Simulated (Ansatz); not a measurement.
# Data sheet: Al (DFT)

Al:
```yaml
crystal:
  lattice:
    - [2.83150, 0.00000, 0.00000]
    - [-1.41575, 2.45215, 0.00000]
    - [0.00000, 0.00000, 4.61168]
  atoms:
    - { symbol: Al, position: [0.66667, 0.33333, 0.75000] }
    - { symbol: Al, position: [0.33333, 0.66667, 0.25000] }
```

Space group P6_3/mmc (No. 194), hcp (Mg type); conventional cell a = b = 2.832 Å, c = 4.612 Å, α = β = 90.00°, γ = 120.00°.

Method: r²SCAN in the plane-wave PAW code Ansatz. Structure relaxed to zero pressure with the same functional. Other levels are named where they apply.

Cell and energy:

```yaml
volume_per_atom: 16.01 Å³
density: 2.80 g/cm³
```

Electronic structure:

```yaml
electronic_character: metallic (no gap)
Density of states at the Fermi level: 0.39 states/eV per atom (mean over ±0.08 eV)
```

Mechanics:

```yaml
Bulk modulus (Birch–Murnaghan fit): 884 kbar
Pressure derivative B′: 4.3
Elastic constants (relaxed ions, GPa): C11 = 140, C12 = 67.0, C13 = 56.8, C33 = 155, C44 = 19.1
mechanical_stability: stable (all eigenvalues of C positive)
hill_bulk_and_shear_moduli: 88.5 and 29.8 GPa
Young's modulus: 80.5 GPa
Poisson's ratio: 0.35
debye_temperature_from_the_elastic_constants: 434 K
```

Phonons:

```yaml
highest_zone_centre_frequency: 347 cm^-1
zone_centre_stability: no imaginary mode at Γ
```

The workflow started from a Materials Project entry (that database holds measured and hypothetical structures alike); the Crystallography Open Database copy checked does not list it. It is not the phase usual at ambient conditions (space group No. 225). The cell was relaxed with r²SCAN under the symmetry of its start. As this level gives no gap, shear constants depend on the k-mesh and smearing (Fermi–Dirac, 0.1 eV here). As this level gives no gap, phonon frequencies hold no LO–TO term and depend on the k-mesh and smearing (Fermi–Dirac, 0.1 eV here). Axis ratios of metals converge slowly with the k-mesh, so a and c are less sure than the volume. On the denser mesh and wider smearing of the elastic run this cell carries a stress of 0.7 GPa.

Potentials: the later of the program's two PAW sets.
